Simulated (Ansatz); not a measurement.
Relaxed candidate structures of PtI3:

A. C2/c (No. 15), mS32; a = 6.972 Å, b = 12.244 Å, c = 13.464 Å, α = γ = 90.00°, β = 101.48°; Pt 4e (0.000, 0.097, 0.250); Pt 4d (0.250, 0.250, 0.500); I 8f (0.129, 0.061, 0.641); I 8f (0.097, 0.254, 0.121); I 8f (0.346, 0.102, 0.377); non-magnetic

B. Pm-3n (No. 223), cP8, A15 (Cr3Si type); a = 6.236 Å, b = 6.236 Å, c = 6.236 Å, α = 90.00°, β = 90.00°, γ = 90.00°; I 6c (0.000, 0.500, 0.250); Pt 2a (0.000, 0.000, 0.000); ferromagnetic

C. R-3c, hexagonal axes (No. 167), hR8; a = b = 6.9171 Å, c = 18.9817 Å, α = β = 90.00°, γ = 120.00°; Pt 6b (0.000, 0.000, 0.000); I 18e (0.348, 0.348, 0.250); non-magnetic

Task: Put the candidates in order of energy per atom, lowest first, for r2SCAN (plane waves to 500 eV, PAW, scalar-relativistic; Ansatz, an electronic-structure program).

Result: A (reference, the lowest of the structures calculated here), C (+0.13 eV/atom), B (+1.20 eV/atom)

Task: Which candidates are metallic at this level, and what gaps do the others have?

Result: No gap: B, C. A: 0.47 eV (no spin-orbit coupling).

Each run could gain symmetry but not lose that of its start, so entries can be saddle points. From databases, or of a type measured for this composition: C2/c, mS32, non-magnetic; the others are generated cells (placed on structure types, drawn at random, substituted or restacked) that were not matched to a known phase here. Each structure is listed in the lowest spin state found for it. Static energies at zero pressure. Spin states reached: non-magnetic, ferromagnetic; non-magnetic ones ran without spin or lost their moments; spin orders were not searched systematically. Without spin-orbit coupling the bands of the heavy element are not split, so the gap can be far off. Gaps of cells over 8 atoms come from the SCF mesh and high-symmetry points alone.
